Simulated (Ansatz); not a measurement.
**NbNiB2 — Nb-93 nuclear quadrupole resonance**

Cell: a computed structure from the Materials Project (it need not be an observed phase).

Space group Pnma (No. 62); a = 6.0493, b = 3.1289, c = 8.2103 Å.

```csv
site,Wyckoff,site symmetry,x,y,z
Nb,4c,.m.,0.1322,0.2500,0.8673
Ni,4c,.m.,0.9990,0.2500,0.3849
B9,4c,.m.,0.2412,0.2500,0.5769
B13,4c,.m.,0.1709,0.2500,0.1670
```

One atom of each set is listed.

All values are calculated (Ansatz; DFT, PBE, plane waves and PAW, scalar-relativistic, collinear spin, 420 eV cutoff, Γ-centred 6×11×4 k-points, Fermi–Dirac smearing 0.05 eV), not measured. Start moments as typed (μB): 1.5 on each Ni, none on the rest.

Nb-93: I = 9/2, Q = -320.0 mb (year-2017 value). Static lattice, zero field.

Question: The simulated lines lie at 2.02, 2.21, 3.15, 4.23, 4.30 MHz. What are |C_Q|, η and |V_zz| at Nb?

Answer: For I = 9/2 and η = 0 the lines are |C_Q|/24 times 1, 2, 3 and 4; η shifts the lowest up most. At large η the states mix, and weaker lines appear at sums of the main ones; lines under 5 % of the strongest are left out. Here |C_Q| = 26.2 MHz, η = 0.44 and |V_zz| = 3.39 × 10²¹ V/m². The calculation gives V_zz negative; the lines don't show the sign. The site has 9 B at 2.41–2.56 Å, 5 Ni at 2.71–3.01 Å, 4 Nb at 3.12–3.13 Å; also 2 Nb at 3.59 Å.

The run finds no gap above 0.1 eV (a metal, or nearly one), so the gradients can move by 10 % or more with the k-mesh. Without spin–orbit coupling (the program notes it for Nb) the gradients can shift somewhat, as the gap is small. The start moments die out, and the run ends without spin.

Hardware: 1 thread of Arm Neoverse V1 (aarch64; 28 cores open to the job, memory cap 3.0 GiB, no GPU), a shared host with a load of 0.9 a core. Wall time 5.8 min, CPU time 5.8 min, peak memory 1.5 GiB.
